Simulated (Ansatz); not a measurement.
The start is a generated cell, Be built in the AFLOW prototype A_tP4_129_ac (A_d). Cell shape, volume and atoms are optimised at zero target pressure with PBEsol (plane waves to 420 eV, PAW, scalar-relativistic; Ansatz, a first-principles code). First-step values are on the input's coarse k-mesh.

Ansatz input (later rounds restart from its end on a renewed k-mesh):
Ansatz 0.2 input:
```yaml
crystal:
  lattice:
    - [3.6116675, 0, 0]
    - [0, 3.6116675, 0]
    - [0, 0, 2.4987399]
  atoms:
    - { symbol: Be, position: [0, 0, 0] }
    - { symbol: Be, position: [0.5, 0.5, 0] }
    - { symbol: Be, position: [0.5, 0, 0.375] }
    - { symbol: Be, position: [0, 0.5, 0.625] }
basis: { ecutwfc: 420, ecutrho_ratio: 4, xc_grid: 2, fft_grid_basis: typed }
kpoints: { mp_grid: { grid: [9, 9, 13] } }
hamiltonian:
  xc: pbesol
  dispersion: none
  pseudopotentials: { azcp: { folder: ./paw }, kind: paw }
scf: { occupations: { method: fermi_dirac, width: 0.05 } }
relax: { f_tol: 0.01, max_steps: 100, cell: { stress_tol: 0.02 } }
output: { forces: true, stress: true }
```

```json
{
 "largest_initial_force": "2.77 eV/Å, on Be3, Be4 (atoms numbered as listed)",
 "outcome": "The space group goes from P4/nmm (No. 129) to Im-3m (No. 229); the end is bcc (W type), with 1 atom in the primitive cell",
 "energy_released": "0.25 eV/atom",
 "volume_change": "-5.0 %, from 8.15 to 7.74 Å³/atom",
 "band_gap_at_the_end": "zero (metallic)",
 "optimiser_moves": "7"
}
```

It ends as:

Space group Im-3m (No. 229); a = 2.492 Å, b = 2.492 Å, c = 2.492 Å, α = 90.00°, β = 90.00°, γ = 90.00°

| atom | site | symmetry | x | y | z |
|---|---|---|---|---|---|
| Be | 2a | m-3m | 0.0000 | 0.0000 | 0.0000 |
(The calculation used a cell of 1 atom; values per cell refer to that cell.)

Final values are on a 26×26×26 k-mesh of the relaxed cell. No spin polarisation in the result.

The run could not lower the symmetry of its start; a shaken copy of this end point relaxes with PBEsol to P6₃/mmc (No. 194), 0.10 eV/atom lower.

The relaxed structure here is a generated cell of Be: the first start was made by placing the elements on the sites of a structure type, and the end was not matched to a known phase here, so it may be hypothetical. Known forms of Be include space group No. 194.
